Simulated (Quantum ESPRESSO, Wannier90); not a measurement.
# Wannier functions of BaO (NiAs type)

```xyz
4
Lattice="3.8186 0.0000 0.0000 -1.9093 3.3070 0.0000 0.0000 0.0000 6.6542" Properties=species:S:1:pos:R:3 pbc="T T T"
Ba     1.9093    -1.1023     1.6636
Ba    -1.9093     1.1023    -1.6636
O      0.0000     0.0000     3.3271
O      0.0000     0.0000     0.0000
```

Cell from Materials Project (mp-1008500), symmetrised, no further relaxation. Not found in the COD (Crystallography Open Database) copy used, which has the formula in other groups; not checked further. Method: PBEsol plane waves in Quantum ESPRESSO 7.5 (PseudoDojo norm-conserving files, 68 Ry, spinors with spin-orbit coupling), Bloch states on a 6×6×4 mesh through Γ, Wannier90 4.0.1. Density: 12×12×6 mesh, cold smearing 0.01 Ry.

Bands 5-8 form an isolated set from -15.69 to -14.93 eV relative to the valence-band maximum (on the path) and are turned into 4 Wannier functions by minimising the spread from the start: atomic waves O 2s.

Centres (Cartesian, Å; one of the equivalent choices) and spreads:

```
n      x      y      z  spread (Å²)  nearest atom
-  -----  -----  -----  -----------  ------------
1  0.000  0.000  3.327        1.259            O3
2  0.000  0.000  3.327        1.259            O3
3  0.000  0.000  0.000        1.259            O4
4  0.000  0.000  0.000        1.259            O4
```

Ω_I = 5.01 Å², Ω_total = 5.03 Å²; the interpolated bands follow pw.x to 0.1 meV rms on the path. Only this start was tried; a symmetric start can stop on a saddle, and mixtures of these functions could lower the total by at most Ω_total − Ω_I.
